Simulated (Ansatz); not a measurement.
Consider the following.

InP:
```
CELL_PARAMETERS angstrom
      4.11105     0.00000     0.00000
     -2.05552     3.56027     0.00000
      0.00000     0.00000     6.75307
ATOMIC_POSITIONS crystal
  In 0.66667 0.33333 0.50032
  In 0.33333 0.66667 0.00032
  P  0.66667 0.33333 0.87468
  P  0.33333 0.66667 0.37468
```

This is the LDA-relaxed structure.

All from LDA (plane waves, PAW; program Ansatz), unless another level is named. Give the bulk modulus (Birch–Murnaghan fit).

70.9 GPa.

And the highest zone-centre frequency (without LO–TO term)?

334 cm⁻¹.

Space group P6_3mc (wurtzite). The workflow started from a Materials Project entry (that database holds measured and hypothetical structures alike); the Crystallography Open Database copy checked does not list it. It is not the phase usual at ambient conditions (space group No. 216). The cell was relaxed with LDA under the symmetry of its start; of distortions, only those at the zone centre were tested.

Potentials: the later of the program's two PAW sets.
